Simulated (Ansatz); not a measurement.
Cd$_{3}$AsI$_{3}$:
```
Cd3AsI3
1.0
    7.45986     0.00000     0.00000
    0.00000     4.56182     0.00000
   -0.01827     0.00000     7.83765
Cd As I
3 1 3
Direct
  0.60290   0.50000   0.86008
  0.03729   0.00000   0.69300
  0.07632   0.50000   0.11598
  0.94354   0.50000   0.81477
  0.94402   0.00000   0.32079
  0.44054   0.00000   0.67412
  0.44738   0.50000   0.18795
```

Relaxed with r²SCAN.

Question: Map the electron localisation function on the plane through (0.603, 0.500, 0.860) spanned by u = [1, 0, 0] and v = [0, 0, 1] in lattice vectors, from DFT-r²SCAN in the program Ansatz with PAW potentials.

Answer: x is the fraction of u, y of v (the angle between them is 90°; rows are the nearest grid lines); atoms in the plane: Cd at (0.00, 0.00), Cd at (0.47, 0.26), As at (0.34, 0.95), I at (0.84, 0.33).
```
y \ x   0.000  0.0811  0.189  0.270  0.351  0.459  0.541  0.649  0.730  0.811  0.919   1.00
------  -----  ------  -----  -----  -----  -----  -----  -----  -----  -----  -----  -----
1.00    0.921   0.499  0.644  0.508  0.187  0.639  0.460  0.019  0.024  0.116  0.511  0.921
0.923   0.512   0.324  0.703  0.460  0.159  0.636  0.452  0.013  0.022  0.084  0.349  0.512
0.846   0.175   0.184  0.607  0.643  0.664  0.687  0.341  0.010  0.018  0.050  0.109  0.175
0.769   0.054   0.076  0.256  0.479  0.592  0.437  0.120  0.007  0.012  0.023  0.040  0.054
0.692   0.008   0.007  0.020  0.047  0.073  0.051  0.017  0.004  0.006  0.010  0.011  0.008
0.615   0.007   0.002  0.003  0.006  0.008  0.007  0.004  0.004  0.010  0.017  0.015  0.007
0.538   0.298   0.015  0.006  0.012  0.019  0.020  0.014  0.057  0.358  0.592  0.595  0.298
0.462   0.733   0.121  0.009  0.024  0.050  0.075  0.071  0.340  0.710  0.701  0.772  0.733
0.385   0.753   0.340  0.011  0.046  0.105  0.233  0.173  0.520  0.625  0.345  0.582  0.753
0.308   0.688   0.344  0.013  0.100  0.261  0.656  0.483  0.382  0.598  0.154  0.414  0.688
0.231   0.646   0.150  0.037  0.164  0.297  0.848  0.556  0.215  0.670  0.544  0.620  0.646
0.154   0.142   0.147  0.223  0.429  0.244  0.332  0.281  0.142  0.528  0.684  0.363  0.142
0.0769  0.511   0.342  0.495  0.657  0.695  0.562  0.277  0.054  0.094  0.156  0.315  0.511
0.000   0.921   0.499  0.644  0.508  0.187  0.639  0.460  0.019  0.024  0.116  0.511  0.921
```

The density is the valence pseudo-density with augmentation charge, so density and ELF within about 1 Å of a nucleus are not all-electron values.

Space group Pm. The first step of the workflow began from a Materials Project structure, measured or hypothetical; the Crystallography Open Database copy checked does not list it. Its standing as an ambient phase is unchecked. The cell was relaxed with r²SCAN under the symmetry of its start; its stability against distortions is not shown here. Scalar-relativistic: spin–orbit coupling is off unless named, which matters more the heavier the elements.

Potentials: the later of the program's two PAW sets.
